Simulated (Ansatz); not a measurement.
Before relaxation, 1 CHF3 a cell, upright, over a bridge W-W site (W, Im-3m (No. 229), (1 1 0) face):

```
CELL_PARAMETERS angstrom
5.47220 0.00000 0.00000
-1.82407 5.15924 0.00000
0.00000 0.00000 24.70833
ATOMIC_POSITIONS crystal
W 0.25000 0.25000 0.32378
W 0.25000 0.75000 0.32378
W 0.75000 0.25000 0.32378
W 0.75000 0.75000 0.32378
W 0.50000 0.50000 0.41223
W 0.50000 0.00000 0.41223
W 0.00000 0.50000 0.41223
W 0.00000 0.00000 0.41223
W 0.75000 0.75000 0.50065
W 0.75000 0.25000 0.50065
W 0.25000 0.75000 0.50065
W 0.25000 0.25000 0.50065
F 0.00000 0.75000 0.61316
C 0.04489 0.88372 0.66160
F 0.30780 0.01022 0.66782
F 0.95469 0.71169 0.70383
H 0.94227 0.02767 0.66160
```

The calculation used DFT PBE+D3(BJ), scalar-relativistic, plane waves, PAW (Ansatz 0.2.0). Cutoff 420 eV; k points 4×4×1 on the computed 17-atom cell (Γ-centred); Gaussian smearing, width 0.10 eV; no spin polarisation. The cell repeats along c with a dipole correction in the vacuum.

Atoms 1, 2, 3, 4 (counted from 1) are held. The cell is fixed. Force threshold 0.04 eV/Å.

Q: Where does it end?

A: The energy falls by 0.224 eV in 27 steps, to:

```
CELL_PARAMETERS angstrom
5.47220 0.00000 0.00000
-1.82407 5.15924 0.00000
0.00000 0.00000 24.70833
ATOMIC_POSITIONS crystal
W 0.25000 0.25000 0.32378
W 0.25000 0.75000 0.32378
W 0.75000 0.25000 0.32378
W 0.75000 0.75000 0.32378
W 0.49991 0.49998 0.41214
W 0.49972 0.00012 0.41217
W 0.00019 0.49977 0.41216
W 0.00004 0.99992 0.41220
W 0.74952 0.74975 0.50022
W 0.75007 0.24991 0.50027
W 0.24975 0.74985 0.50053
W 0.25023 0.25034 0.50094
F 0.19148 0.82322 0.64541
C 0.08270 0.01104 0.64976
F 0.25439 0.23455 0.62994
F 0.04346 0.04696 0.70234
H 0.90088 0.95891 0.62656
```

The end is the local minimum or symmetric point that this start leads to. The slab is only 4.5 Å thick, so the energy isn't converged with thickness.

Spin–orbit coupling is left out, which can shift energies with elements as heavy as these. Spin polarisation was left out, and a magnetic state may lie lower.

Cost: 1 run of about 26 core-minutes, on Intel Xeon 6975P-C (Granite Rapids) (shared hosts).